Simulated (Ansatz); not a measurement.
IrO₂ (rutile)

```yaml
crystal:
  lattice:
    - [4.52929, 0.00000, 0.00000]
    - [0.00000, 4.52929, 0.00000]
    - [0.00000, 0.00000, 3.17979]
  atoms:
    - { symbol: Ir, position: [0.00000, 0.00000, 0.00000] }
    - { symbol: Ir, position: [0.50000, 0.50000, 0.50000] }
    - { symbol: O, position: [0.30843, 0.30843, 0.00000] }
    - { symbol: O, position: [0.80843, 0.19157, 0.50000] }
    - { symbol: O, position: [0.19157, 0.80843, 0.50000] }
    - { symbol: O, position: [0.69157, 0.69157, 0.00000] }
```

This relaxed cell (volume V₀) is scaled evenly in all directions, its shape held. The atoms relax within the cell's symmetry.

Level of theory: PBE (plane waves to 420 eV, PAW, scalar-relativistic; Ansatz, an electronic-structure program). k mesh 11×11×15 (Γ-centred), Fermi-Dirac smearing 0.05 eV. Energies are smeared free energies. Stress and pressure are positive under compression. With the shape held, the modulus is that of even scaling; a crystal free to change shape is softer. IrO2 is run without spin polarisation and with no Hubbard U. IrO2 was relaxed with its symmetry unable to fall. Spin-orbit coupling is left out, though Ir is heavy. The zero of ΔE is the relaxed starting cell. The last digit holds for this mesh only.

| V (Å³/atom) | ΔE (meV/atom) |
|---|---|
| 9.132 | 334.2 |
| 9.567 | 172.0 |
| 10.002 | withheld |
| 10.437 | 16.2 |
| 10.872 | 0.0 |
| 11.307 | 13.8 |
| 11.742 | 51.3 |
| 12.177 | 107.4 |
| 12.611 | 178.0 |

### Question
Fit a third-order Birch-Murnaghan form (E₀, V₀, B₀, B₀′ free) to the given rows and predict ΔE at V = 10.002.

### Answer
Least squares on the 8 given rows: ΔE = E₀ + (9V₀B₀/16)·y²·[2 + (B₀′ − 4)y], y = (V₀/V)^(2/3) − 1, with V₀ = 10.873 Å³/atom, B₀ = 273.7 GPa (160.2 GPa = 1 eV/Å³; the term in eV is multiplied by 1000), B₀′ = 4.82, E₀ = 0.09 meV/atom; root-mean-square residual 0.08 meV/atom. At 10.002 the fit gives 70.2 meV/atom; the calculation gives 70.2 meV/atom, the same to the digits shown. For the pressure the fit gives 28.0 GPa against the computed 28.0 GPa.

(Under strain, the slope of the energy per volume gives the stress and its curvature an elastic modulus.)
